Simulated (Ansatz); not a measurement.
The start is a relaxed CoPdO2 cell deformed by the Cartesian strain tensor (xx, yy, zz, yz, xz, xy) = (0.100, 0.002, 0.169, 0.031, 0.018, 0.006). Cell shape, volume and atoms are optimised at zero target pressure with PBEsol (plane waves to 420 eV, PAW, scalar-relativistic; Ansatz, a program for electronic structure). First-step values are on the input's coarse k-mesh.

Ansatz input (later rounds restart from its end on a renewed k-mesh):
Ansatz 0.2 input:
```yaml
crystal:
  lattice:
    - [1.6588239857, 1.0048409326, 6.9212623159]
    - [-1.4374849369, 0.9879519748, 6.8705954426]
    - [0.096043258, -1.4461900457, 6.8203598358]
  atoms:
    - { symbol: Pd, position: [0, 0, 0] }
    - { symbol: Co, position: [0.5, 0.5, 0.5] }
    - { symbol: O, position: [0.1125904263, 0.1125904263, 0.1125904263] }
    - { symbol: O, position: [0.8874095737, 0.8874095737, 0.8874095737] }
basis: { ecutwfc: 420, ecutrho_ratio: 4, xc_grid: 2, fft_grid_basis: typed }
kpoints: { mp_grid: { grid: [9, 9, 10] } }
hamiltonian:
  xc: pbesol
  dispersion: none
  pseudopotentials: { kind: paw }
scf: { occupations: { method: fermi_dirac, width: 0.05 } }
relax: { f_tol: 0.01, max_steps: 100, cell: { stress_tol: 0.02 } }
output: { forces: true, stress: true }
```

**Question.** What pressure does the first self-consistent step give?

**Answer.** -33 GPa (negative: the cell is under tension).

**Question.** How much energy is released per atom?

**Answer.** 0.50 eV/atom.

**Question.** How does the volume per atom move from start to end?

**Answer.** -22.3 %, from 12.98 to 10.08 Å³/atom.

**Question.** Is the parent structure recovered?

**Answer.** The parent structure is recovered, R-3m (No. 166).

**Question.** How do the shortest distances between atoms change?

**Answer.** The closest pairs of elements (up to four, under 3.6 Å), start → end: Co–O 2.03 → 1.88 Å; O–Pd 2.32 → 1.98 Å; O–O 2.69 → 2.51 Å; Pd–Pd 2.88 → 2.81 Å.

**Question.** What band gap does the relaxed structure have at this level?

**Answer.** No gap (metallic).

Final values are on a 19×19×19 k-mesh of the relaxed cell. No spin polarisation in the result. The relaxed primitive cell holds an odd number of electrons. A magnetic state may lie lower. No Hubbard U is applied. A magnetic insulating state can be missed without it.

The run could not lose the symmetry of its start.

The first start was generated by placing the elements on the sites of a structure type. Materials Project lists a structure of CoPdO2 in the same space group, R-3m (No. 166); the sites were not compared with it, nor with measured phases.
